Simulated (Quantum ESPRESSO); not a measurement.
## Ga3MgSP3 (input and log of a self-consistent run)

Simulated, not a measurement. The program is pw.x of Quantum ESPRESSO 7.5 (plane-wave density functional theory). The cell is made up: 8 atoms on a zincblende/diamond lattice, with randomly drawn elements, strain and displacements, not relaxed. PseudoDojo standard norm-conserving files (v0.5 for PBE, v0.4.1 for LDA and PBEsol) set the functional; there is no spin polarisation, spin-orbit coupling or dispersion term, and the masses in the input are unused placeholders.

Input:

```
&control calculation='scf', pseudo_dir='./dojo.nc.sr.pbe.v0_5.standard.upf', outdir='./o', disk_io='medium', tprnfor=.true., tstress=.true. /
&system ibrav=0, nat=8, ntyp=4, nbnd=41, ecutwfc=105.61755193, nosym=.true., tot_charge=0,
 occupations='smearing', smearing='fd', degauss=0.0018374661
/
&electrons conv_thr=7.350e-09, electron_maxstep=60, /
ATOMIC_SPECIES
Ga 1.0 Ga.upf
Mg 1.0 Mg.upf
P 1.0 P.upf
S 1.0 S.upf
CELL_PARAMETERS angstrom
5.3652 0.0187 -0.0184
0.0187 5.3303 -0.0471
-0.0184 -0.0471 5.4604
ATOMIC_POSITIONS angstrom
Ga -0.0123 0.0182 0.0571
Mg -0.0322 2.6576 2.7336
Ga 2.6018 -0.0387 2.7159
Ga 2.6325 2.6432 -0.1128
S 1.3005 1.428 1.2962
P 1.3056 3.9841 4.0356
P 4.0455 1.3618 4.1035
P 4.1019 4.0507 1.3567
K_POINTS automatic
6 6 6 1 1 1
```

The log is shortened where brackets say so; the opening notice, blank lines, dates and the lines on written files are dropped, and the path of the files is cut. It prints rydbergs, bohrs and kilobars, and counts compression as positive stress. With no partly filled state, the Fermi energy that it prints is only some level between the filled and the empty states on the mesh, and need not lie in the true gap.

```
     Program PWSCF v.7.5
     Parallel version (MPI & OpenMP), running on       1 processor cores
     Number of MPI processes:                 1
     Threads/MPI process:                     1
     [start-up lines left out]
     bravais-lattice index     =            0
     lattice parameter (alat)  =      10.1389  a.u.
     unit-cell volume          =    1053.6959 (a.u.)^3
     number of atoms/cell      =            8
     number of atomic types    =            4
     number of electrons       =        70.00
     number of Kohn-Sham states=           41
     kinetic-energy cutoff     =     105.6176  Ry
     charge density cutoff     =     422.4702  Ry
     scf convergence threshold =      7.3E-09
     mixing beta               =       0.7000
     number of iterations used =            8  plain     mixing
     Exchange-correlation= PBE
                           (   1   4   3   4   0   0   0)
     [axes and pseudopotential details left out]
   Cartesian axes
     site n.     atom                  positions (alat units)
         1        Ga     tau(   1) = (  -0.0022925   0.0033922   0.0106425  )
         2        Mg     tau(   2) = (  -0.0060016   0.4953344   0.5094996  )
         3        Ga     tau(   3) = (   0.4849342  -0.0072131   0.5062006  )
         4        Ga     tau(   4) = (   0.4906562   0.4926505  -0.0210241  )
         5        S      tau(   5) = (   0.2423925   0.2661565   0.2415911  )
         6        P      tau(   6) = (   0.2433431   0.7425729   0.7521717  )
         7        P      tau(   7) = (   0.7540169   0.2538179   0.7648272  )
         8        P      tau(   8) = (   0.7645290   0.7549861   0.2528673  )
     number of k points=   108  Fermi-Dirac smearing, width (Ry)=  0.0018
     Number of k-points >= 100: set verbosity='high' to print them.
     Dense  grid:   154507 G-vectors     FFT dimensions: (  72,  72,  72)
     Estimated max dynamical RAM per process >     210.91 MB
     Initial potential from superposition of free atoms
     starting charge      69.9907, renormalised to      70.0000
     Starting wfcs are   48 randomized atomic wfcs
     total cpu time spent up to now is       72.0 secs
     per-process dynamical memory:   166.2 Mb
     Self-consistent Calculation
     iteration #  1     ecut=   105.62 Ry     beta= 0.70
     Davidson diagonalization with overlap
     ethr =  1.00E-02,  avg # of iterations =  4.1
     Threshold (ethr) on eigenvalues was too large:
     Diagonalizing with lowered threshold
     Davidson diagonalization with overlap
     ethr =  6.04E-04,  avg # of iterations =  1.8
     total cpu time spent up to now is      438.3 secs
     total energy              =    -641.27702668 Ry
     estimated scf accuracy    <       0.42380882 Ry
     iteration #  2     ecut=   105.62 Ry     beta= 0.70
     Davidson diagonalization with overlap
     ethr =  6.05E-04,  avg # of iterations =  4.1
     total cpu time spent up to now is      615.1 secs
     total energy              =    -641.37363082 Ry
     estimated scf accuracy    <       0.15832929 Ry
     iteration #  3     ecut=   105.62 Ry     beta= 0.70
     Davidson diagonalization with overlap
     ethr =  2.26E-04,  avg # of iterations =  3.0
     total cpu time spent up to now is      760.0 secs
     total energy              =    -641.40946676 Ry
     estimated scf accuracy    <       0.01033219 Ry
     iteration #  4     ecut=   105.62 Ry     beta= 0.70
     Davidson diagonalization with overlap
     c_bands:  1 eigenvalues not converged
     c_bands:  1 eigenvalues not converged
     ethr =  1.48E-05,  avg # of iterations =  8.5
     total cpu time spent up to now is      979.1 secs
     total energy              =    -641.41211574 Ry
     estimated scf accuracy    <       0.00124061 Ry
     iteration #  5     ecut=   105.62 Ry     beta= 0.70
     Davidson diagonalization with overlap
     c_bands:  1 eigenvalues not converged
     ethr =  1.77E-06,  avg # of iterations =  5.2
     total cpu time spent up to now is     1213.3 secs
     total energy              =    -641.41232628 Ry
     estimated scf accuracy    <       0.00011707 Ry
     iteration #  6     ecut=   105.62 Ry     beta= 0.70
     Davidson diagonalization with overlap
     ethr =  1.67E-07,  avg # of iterations =  2.5
     total cpu time spent up to now is     1363.8 secs
     total energy              =    -641.41235273 Ry
     estimated scf accuracy    <       0.00000691 Ry
     iteration #  7     ecut=   105.62 Ry     beta= 0.70
     Davidson diagonalization with overlap
     ethr =  9.87E-09,  avg # of iterations =  3.8
     total cpu time spent up to now is     1523.0 secs
     total energy              =    -641.41235526 Ry
     estimated scf accuracy    <       0.00000054 Ry
     iteration #  8     ecut=   105.62 Ry     beta= 0.70
     Davidson diagonalization with overlap
     ethr =  7.65E-10,  avg # of iterations =  3.0
     total cpu time spent up to now is     1684.6 secs
     total energy              =    -641.41235543 Ry
     estimated scf accuracy    <       0.00000010 Ry
     iteration #  9     ecut=   105.62 Ry     beta= 0.70
     Davidson diagonalization with overlap
     ethr =  1.46E-10,  avg # of iterations =  2.7
     total cpu time spent up to now is     1826.3 secs
     total energy              =    -641.41235547 Ry
     estimated scf accuracy    <       0.00000002 Ry
     iteration # 10     ecut=   105.62 Ry     beta= 0.70
     Davidson diagonalization with overlap
     ethr =  2.36E-11,  avg # of iterations =  2.1
     total cpu time spent up to now is     1948.9 secs
     End of self-consistent calculation
     Number of k-points >= 100: set verbosity='high' to print the bands.
     the Fermi energy is     8.1254 ev
!    total energy              =    -641.41235547 Ry
     estimated scf accuracy    <          2.3E-09 Ry
     smearing contrib. (-TS)   =      -0.00000000 Ry
     internal energy E=F+TS    =    -641.41235547 Ry
     The total energy is F=E-TS. E is the sum of the following terms:
     one-electron contribution =    -323.52775791 Ry
     hartree contribution      =     204.99512048 Ry
     xc contribution           =    -160.54798793 Ry
     ewald contribution        =    -362.33173010 Ry
     convergence has been achieved in  10 iterations
     Forces acting on atoms (cartesian axes, Ry/au):
     atom    1 type  1   force =    -0.02024392   -0.01452255   -0.03792127
     atom    2 type  2   force =    -0.00393585   -0.01050757   -0.00291319
     atom    3 type  1   force =     0.04487650    0.01041402    0.01549438
     atom    4 type  1   force =     0.04527855    0.05151843    0.00913947
     atom    5 type  4   force =     0.02920011   -0.02938117    0.00809984
     atom    6 type  3   force =     0.01666715    0.03567791    0.04037354
     atom    7 type  3   force =    -0.03958813   -0.05190259    0.00639359
     atom    8 type  3   force =    -0.07225441    0.00870352   -0.03866637
     Total force =     0.159371     Total SCF correction =     0.000117
     Computing stress (Cartesian axis) and pressure
          total   stress  (Ry/bohr**3)                   (kbar)     P=       96.94
   0.00063678   0.00001349  -0.00005813           93.67        1.98       -8.55
   0.00001349   0.00069913  -0.00005724            1.98      102.85       -8.42
  -0.00005813  -0.00005724   0.00064100           -8.55       -8.42       94.29
     init_run     :     66.33s CPU     71.81s WALL (       1 calls)
     electrons    :   1777.25s CPU   1876.91s WALL (       1 calls)
     forces       :     19.62s CPU     19.77s WALL (       1 calls)
     stress       :     88.08s CPU     88.40s WALL (       1 calls)
     [timing details left out]
     PWSCF        :  32m31.92s CPU  34m21.09s WALL
     JOB DONE.
```

In other units: free energy -8726.860 eV for the cell, pressure 9.69 GPa, largest force component 1.858 eV/Å. This run is the check on a run of the same cell at 1143 eV and a 4 x 4 x 4 mesh: rerunning at 1437 eV and a 6 x 6 x 6 mesh moved values by no more than 0.007 eV in energy, 0.02 GPa in stress and 0.003 eV/Å in force.